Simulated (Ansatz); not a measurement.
Given:

YNiGe:
```xyz
12
Lattice="6.9317 0.0000 0.0000 0.0000 4.2078 0.0000 0.0000 0.0000 7.2526" Properties=species:S:1:pos:R:3 pbc="T T T"
Y      3.5189     1.0519     1.5047
Y      3.4128     3.1558     5.7478
Y      6.8786     3.1558     5.1310
Y      0.0531     1.0519     2.1215
Ni     2.1405     1.0519     4.2137
Ni     4.7912     3.1558     3.0389
Ni     1.3254     3.1558     0.5874
Ni     5.6063     1.0519     6.6652
Ge     4.8370     1.0519     4.2700
Ge     2.0947     3.1558     2.9826
Ge     5.5605     3.1558     0.6437
Ge     1.3712     1.0519     6.6089
```

This is the r²SCAN-relaxed structure.

### Question
All from r²SCAN in the plane-wave PAW code Ansatz, unless another level is named. Estimate the electronic character.

### Answer
metallic (no gap).

### Question
What about the formation energy from the elements (no fitted shifts)?

### Answer
-0.85 eV/atom.

### Question
What about the density of states at the Fermi level?

### Answer
0.55 states/eV per atom (mean over ±0.08 eV).

Space group Pnma. The workflow started from a Materials Project entry (that database holds measured and hypothetical structures alike); the Crystallography Open Database copy checked does not list it. With Ni and Ge taken as one species the cell has the higher symmetry Imma, so it may be an ordered model of a mixed-site phase. Whether it is the stable phase at ambient conditions was not checked. The r²SCAN relaxation kept the symmetry of its start; whether a distortion lowers the energy is not shown. The run is not spin-polarised. The references are the lowest solids computed at this level, not always the standard phases. Scalar-relativistic: spin–orbit coupling is off unless named, which matters more the heavier the elements.

Potentials: the later of the program's two PAW sets.
